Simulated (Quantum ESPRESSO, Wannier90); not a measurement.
# Tight-binding from DFT: CaPdF6 (R-3)

```xyz
8
Lattice="-2.5705 4.4522 0.0000 -5.1410 0.0000 0.0000 -2.5705 1.4841 4.8918" Properties=species:S:1:pos:R:3 pbc="T T T"
Ca    -5.1410     2.9682     2.4459
Pd     0.0000     0.0000     0.0000
F      0.7251     1.3705    -1.1253
F     -0.7251    -1.3705     1.1253
F      0.8243    -1.3131    -1.1253
F     -0.8243     1.3131     1.1253
F     -1.5494    -0.0573    -1.1253
F      1.5494     0.0573     1.1253
```

Structure: Materials Project mp-7922, symmetrised, not relaxed again. COD (Crystallography Open Database) has an entry of this formula and space group (matched by these alone). Computed values, not measurements, from PBEsol: Quantum ESPRESSO (norm-conserving PseudoDojo potentials, cutoff 68 Ry, no spin polarisation, no spin-orbit coupling) on a Γ-centred 4×4×4 mesh, then Wannier90. Density: 8×8×8 mesh, cold smearing 0.01 Ry.

A tight-binding model is made by disentanglement and projection with no localisation steps (num_iter = 0), so the 23 orbitals stay atom-like: hydrogen-like Pd: d; F: p, axes along x, y, z; frozen window up to 3.59 eV relative to the valence-band maximum. It follows pw.x to 0.2 meV rms for states up to 2.3 eV relative to the valence-band maximum. Matrix elements depend on this choice of orbitals and windows.

Problem. Which pairs of orbitals on different sites are coupled most strongly? Give distance, modulus and how many such pairs a cell has.

Solution. 
| orbital | orbital | distance of the centres (Å) | modulus (eV) | pairs |
|---|---|---|---|---|
| F px | Pd dxz | 1.94 | 1.72 | 2 |
| F py | Pd dyz | 1.93 | 1.20 | 2 |
| F pz | Pd dx2-y2 | 1.93 | 1.17 | 2 |
| F py | Pd dyz | 1.93 | 1.08 | 2 |
| F py | Pd dxz | 1.93 | 1.06 | 2 |
| F pz | Pd dxy | 1.93 | 1.05 | 2 |
| F px | Pd dyz | 1.92 | 1.04 | 2 |
| F px | Pd dyz | 1.93 | 0.99 | 2 |
| F pz | Pd dxy | 1.93 | 0.98 | 2 |
| F py | Pd dxz | 1.93 | 0.97 | 2 |
| F pz | Pd dxz | 1.93 | 0.86 | 2 |
| F py | Pd dxy | 1.92 | 0.85 | 2 |
| F px | Pd dx2-y2 | 1.93 | 0.83 | 4 |
| F py | Pd dxy | 1.93 | 0.78 | 4 |
| F pz | Pd dyz | 1.93 | 0.76 | 2 |
| F px | Pd dx2-y2 | 1.94 | 0.76 | 2 |
| F pz | Pd dyz | 1.93 | 0.73 | 2 |
| F pz | Pd dz2 | 1.93 | 0.68 | 6 |
| F pz | Pd dx2-y2 | 1.93 | 0.65 | 2 |
| F py | Pd dyz | 1.92 | 0.61 | 2 |
| F px | Pd dz2 | 1.94 | 0.54 | 2 |
| F pz | Pd dx2-y2 | 1.93 | 0.52 | 2 |
| F py | F py | 2.73 | 0.49 | 2 |
| F py | Pd dz2 | 1.93 | 0.47 | 4 |
| F pz | Pd dxz | 1.93 | 0.45 | 2 |
| F pz | Pd dxz | 1.93 | 0.41 | 2 |
| F px | F px | 2.72 | 0.35 | 2 |
| F px | F px | 2.72 | 0.33 | 2 |
| F px | F py | 2.71 | 0.31 | 2 |
| F px | F py | 2.71 | 0.30 | 2 |
